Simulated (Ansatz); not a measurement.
Ga2O3:
```cif
data_Ga4O6
_chemical_formula_sum 'Ga4 O6'
_space_group_name_H-M_alt 'P 1'
_space_group_IT_number 1
_cell_length_a 5.32480
_cell_length_b 5.32480
_cell_length_c 5.32480
_cell_angle_alpha 55.816
_cell_angle_beta 55.816
_cell_angle_gamma 55.816
loop_
_space_group_symop_operation_xyz
  'x, y, z'
loop_
_atom_site_label
_atom_site_type_symbol
_atom_site_fract_x
_atom_site_fract_y
_atom_site_fract_z
_atom_site_occupancy
Ga1 Ga 0.85541 0.85541 0.85541 1
Ga2 Ga 0.14459 0.14459 0.14459 1
Ga3 Ga 0.64459 0.64459 0.64459 1
Ga4 Ga 0.35541 0.35541 0.35541 1
O1 O 0.75000 0.44639 0.05361 1
O2 O 0.25000 0.55361 0.94639 1
O3 O 0.05361 0.75000 0.44639 1
O4 O 0.94639 0.25000 0.55361 1
O5 O 0.44639 0.05361 0.75000 1
O6 O 0.55361 0.94639 0.25000 1
```

Relaxed with r²SCAN.

**Question.** Tabulate the valence density and the electron localisation function along the shortest Ga–Ga contact (2.83 Å), the program Ansatz at the r²SCAN level (PAW).

**Answer.** 

| distance from Ga (Å) | density (e/Å³) | ELF |
|---|---|---|
| 0.28 | 22.02 | 0.01 |
| 0.43 | 8.09 | 0.02 |
| 0.57 | 2.51 | 0.07 |
| 0.71 | 0.91 | 0.14 |
| 0.85 | 0.45 | 0.14 |
| 0.99 | 0.28 | 0.11 |
| 1.13 | 0.21 | 0.09 |
| 1.28 | 0.18 | 0.08 |
| 1.42 | 0.17 | 0.07 |
| 1.56 | 0.18 | 0.08 |
| 1.70 | 0.21 | 0.09 |
| 1.84 | 0.28 | 0.11 |
| 1.98 | 0.45 | 0.14 |
| 2.13 | 0.91 | 0.14 |
| 2.27 | 2.51 | 0.07 |
| 2.41 | 8.09 | 0.02 |
| 2.55 | 22.02 | 0.01 |

The density is the valence pseudo-density with augmentation charge, so density and ELF within about 1 Å of a nucleus are not all-electron values.

Space group R-3c (corundum). The cell was relaxed with r²SCAN under the symmetry of its start; of distortions, only those at the zone centre were tested.

Potentials: the earlier of the program's two PAW sets.
